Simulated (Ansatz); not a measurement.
Input:

Si2Mo:
```xyz
9
Lattice="4.5849 0.0000 0.0000 -2.2925 3.9707 0.0000 0.0000 0.0000 6.5769" Properties=species:S:1:pos:R:3 pbc="T T T"
Si    -1.1656     3.3201     5.4808
Si     1.1269     0.6506     1.0962
Si     0.0000     1.3012     3.2885
Si     3.4580     0.6506     5.4808
Si     1.1656     3.3201     1.0962
Si     2.2925     2.6694     3.2885
Mo     2.2925     0.0000     3.2885
Mo     1.1462     1.9853     5.4808
Mo    -1.1462     1.9853     1.0962
```

This is the r²SCAN-relaxed structure. x, y and z are the axes in which the lattice vectors are written.

All from plane-wave PAW r²SCAN (Ansatz code), unless another level is named. Estimate the highest zone-centre frequency (without LO–TO term).

419 cm^-1.

Next, the zero-point energy?

54.4 meV/atom.

Give the vibrational entropy at 300 K.

19.8 J/(K·mol of atoms).

Predict the Debye temperature from the elastic constants.

708 K.

What about the elastic constants (relaxed ions, GPa)?

C11 = 441, C12 = 75.6, C13 = 130, C33 = 448, C44 = 157.

Space group P6_222. The first step of the workflow began from a Materials Project structure, measured or hypothetical; the Crystallography Open Database copy checked does not list it. It is not the phase usual at ambient conditions (space group No. 139). The cell was relaxed with r²SCAN under the symmetry of its start; phonons on a q-mesh show no instability. No spin polarisation was allowed.

Potentials: the earlier of the program's two PAW sets.
